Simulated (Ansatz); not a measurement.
**MnSi, one structure, two calculations**

Cell: an entry of the Crystallography Open Database (COD), ions relaxed with PBE at fixed cell.

```cif
data_MnSi
_symmetry_space_group_name_H-M 'P2_13'
_symmetry_Int_Tables_number 198
_cell_length_a 4.5561
_cell_length_b 4.5561
_cell_length_c 4.5561
_cell_angle_alpha 90.000
_cell_angle_beta 90.000
_cell_angle_gamma 90.000
loop_
_atom_site_label
_atom_site_type_symbol
_atom_site_symmetry_multiplicity
_atom_site_Wyckoff_symbol
_atom_site_fract_x
_atom_site_fract_y
_atom_site_fract_z
Mn Mn 4 a 0.1356 0.1356 0.1356
Si Si 4 a 0.8449 0.8449 0.8449
```

One atom of each set is listed.

First run. All values are calculated (Ansatz; DFT, PBE, plane waves and PAW, scalar-relativistic, collinear spin, 420 eV cutoff, Γ-centred 7×7×7 k-points, Fermi–Dirac smearing 0.05 eV), not measured. Start moments as typed (μB): 3 on each Mn, none on the rest.

```
site  V_zz (10²¹ V/m²)     η  m (μB)
  Mn              0.40  0.00    1.01
  Si             -3.54  0.00   -0.04
```

Second run. The same atoms and settings, except that the cutoff is 300 eV.

(1) What does the second run give?

## Answers

(1) 

```
site   V_zz     η  change of V_zz  m (μB)
  Mn   0.42  0.00           +0.02    1.01
  Si  -3.55  0.00           -0.01   -0.04
```

No V_zz moves by more than 0.02.

At this cell the principal stresses reach 5 GPa in size with PBE, which can matter for small gradients. With no gap above 0.1 eV, as in a metal, the gradients converge slowly in k; expect changes of a tenth or more on a denser mesh. The run lost most of its start moments on Mn; a state with other moments may lie lower. The magnetic order is the one that the run reached from its start moments, not necessarily the measured one.
